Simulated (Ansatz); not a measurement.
A crystal relaxed with r2SCAN in the plane-wave code Ansatz has space group P3m1 (No. 156) and a = 3.957 Å, c = 13.042 Å.

```json
{"atom": "P", "site": "1c", "x": "0.6667", "y": "0.3333", "z": "0.9999"}
{"atom": "As", "site": "1c", "x": "0.6667", "y": "0.3333", "z": "0.4997"}
{"atom": "As", "site": "1b", "x": "0.3333", "y": "0.6667", "z": "0.7527"}
{"atom": "As", "site": "1b", "x": "0.3333", "y": "0.6667", "z": "0.2465"}
{"atom": "Xx", "site": "1c", "x": "0.6667", "y": "0.3333", "z": "0.8179"}
{"atom": "Xx", "site": "1c", "x": "0.6667", "y": "0.3333", "z": "0.3113"}
{"atom": "Xx", "site": "1b", "x": "0.3333", "y": "0.6667", "z": "0.5644"}
{"atom": "Xx", "site": "1b", "x": "0.3333", "y": "0.6667", "z": "0.0577"}
```

r2SCAN gives a direct gap of 1.10 eV at Γ. The HSE06 gap is direct at Γ: 1.47 eV. The PBE gap is direct at Γ: 0.70 eV. Meshes: r2SCAN 12×12×2, HSE06 6×6×2, PBE 12×12×2.

Question: Which element is Xx?
A. Ga
B. In
C. B
D. Al

Answer: A. Xx is Ga: Ga4As3P as one 8-atom ordering (P3m1) on the wurtzite lattice. P is surrounded by 4 Ga at 2.37–2.41 Å; As is surrounded by 4 Ga at 2.44–2.46 Å; Ga is surrounded by 1 P at 2.37 Å and 3 As at 2.44 Å; Ga is surrounded by 4 As at 2.44–2.46 Å; Ga is surrounded by 3 P at 2.41 Å and 1 As at 2.46 Å.

All values are calculated for a non-magnetic cell, which may be hypothetical.

The runs are scalar-relativistic, without spin-orbit coupling.

The meshes of the hybrids are coarse, so their gaps aren't converged to the digits shown.
